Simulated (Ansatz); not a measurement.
Single point in Ansatz 0.2.0 with HSE06, no spin polarisation. Cutoff 420 eV, PAW datasets, 3×3×2 Γ-centred k mesh, methfessel-paxton filling (width 0.013 eV).

Computed maps in the lattice plane spanned by a (left to right, 4.91 Å, 15 points from zero) and c (bottom to top, 5.32 Å, 16 points from zero), 90° apart, at height 0.333 along b. The fields are smooth PAW ones with compensation charges, not the true ones near nuclei.

Valence density. Digits on a logarithmic scale: 0 up to 0.03 e/Å³, each further digit a factor of 1.6, 9 from 1.3 e/Å³ up:
```
212233322123443
211222221122332
222233322222222
223344433222332
334556554333333
445678765444444
456899986544444
457999997544444
457999997544444
456899986543333
345678765433333
234567654322222
223578753222222
223579753222332
223467643223443
222345432223443
```

ELF. Ten even steps from '0' (0.00) to '9' (1.00):
```
001356531000110
001234321000000
001334331000000
112455542111111
224554554222332
345433345434554
444310134444554
453200023544554
443200023444554
343310133433443
234332334322222
113556553110000
003799973000000
003999993000110
002899982001221
001699961001221
```

Question: The cell is BaSb2H2. Which atoms lie within 0.2 Å of this plane, and where (fractions of a and c)?

Answer: H at (0.33, 0.12), Sb at (0.33, 0.47). The whole cell:
```
H Ba Sb
1.0
     2.45669    4.25511    0.00000
    -2.45669    4.25512    0.00000
     0.00000    0.00000    5.31537
H Ba Sb
2 1 2
Direct
  0.33330 0.33340 0.12320
  0.66670 0.66660 0.87680
  0.00000 0.00000 0.00000
  0.33330 0.33340 0.46800
  0.66670 0.66660 0.53200
```

Origin: a known structure type with other elements, at an estimated volume, so it need not be a known compound. Caveats: the state breaks the symmetry of the cell; hybrid functional on a coarse k mesh; atoms or cell far from equilibrium.
